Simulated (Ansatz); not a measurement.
Relax this structure to zero stress and force, keeping its symmetry:

```cif
data_structure
_symmetry_space_group_name_H-M 'Pm-3m'
_symmetry_Int_Tables_number 221
_cell_length_a 4.0466
_cell_length_b 4.0466
_cell_length_c 4.0466
_cell_angle_alpha 90.000
_cell_angle_beta 90.000
_cell_angle_gamma 90.000
_cell_volume 66.27
loop_
_atom_site_label
_atom_site_type_symbol
_atom_site_symmetry_multiplicity
_atom_site_Wyckoff_symbol
_atom_site_fract_x
_atom_site_fract_y
_atom_site_fract_z
_atom_site_occupancy
Zr1 Zr 1 a 0.00000 0.00000 0.00000 1
Pt1 Pt 3 c 0.00000 0.50000 0.50000 1
```

These are results of Ansatz, DFT PBEsol, scalar-relativistic, plane waves, PAW, not measurements.

Plane waves to 420 eV, a k mesh through Γ of 10×10×10 on the computed 4-atom cell and Gaussian smearing (0.10 eV); no spin polarisation.

Q: What does it relax to?

A: The volume falls by 0.60 Å³/atom to 15.96 Å³/atom, and the energy falls by 16.6 meV/atom. Final structure:
Space group Pm-3m (No. 221). a = 3.997 Å, b = 3.997 Å, c = 3.997 Å, α = 90.00°, β = 90.00°, γ = 90.00°
```
atom site symmetry x y z
  Zr    1a m-3m  0.0000  0.0000  0.0000
  Pt    3c    4/mm.m  0.0000  0.5000  0.5000
```

Course of the relaxation (steps run on the plane waves of an earlier cell, and the basis is chosen afresh near the end, so energy and pressure can step there; trial steps that raised the energy were taken back; energies are free energies):

```csv
step,E − E_final (meV/atom),P (GPa),V (Å³/atom)
1,16.6,-8.47,16.57
2,155.8,34.52,14.35
3,0.5,-1.76,16.08
4,-0.2,0.14,15.95
5,-0.2,0.00,15.96
6,0.0,0.01,15.96
```

Spin–orbit coupling is left out, which can shift energies with elements as heavy as these.